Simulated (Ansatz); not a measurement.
HgTe in space group P3_221 (No. 154; Hg on 3a, Te on 3b), r²SCAN (plane waves, PAW; program Ansatz), all energies at zero smearing, with the estimated change up to a 700 eV cutoff added, with one set of potentials and settings (totals compare only within such a set). Cell of 6 atoms (3 Hg, 3 Te): -62468.940 eV.

```
element              reference phase  E (eV/atom)
-------  ---------------------------  -----------
Hg          P-1, 3 atoms in the cell  -13827.8306
Te       P3_121, 3 atoms in the cell   -6994.8235
```

Formation energy per atom, worked out: (-62468.940 − 3×(-13827.8306) − 3×(-6994.8235))/6 = -0.163 eV/atom (-16 kJ per mol of atoms), at 0 K, without zero-point energy or fitted corrections.

The workflow started from a Materials Project entry (that database holds measured and hypothetical structures alike); the Crystallography Open Database copy checked does not list it. It is not the phase usual at ambient conditions (space group No. 216). Symmetry was held in the r²SCAN relaxation; whether a distortion lowers the energy is not shown. The references are the lowest solids computed at this level, not always the standard phases. Scalar-relativistic: spin–orbit coupling is off unless named, which matters more the heavier the elements.

Potentials: the later of the program's two PAW sets.
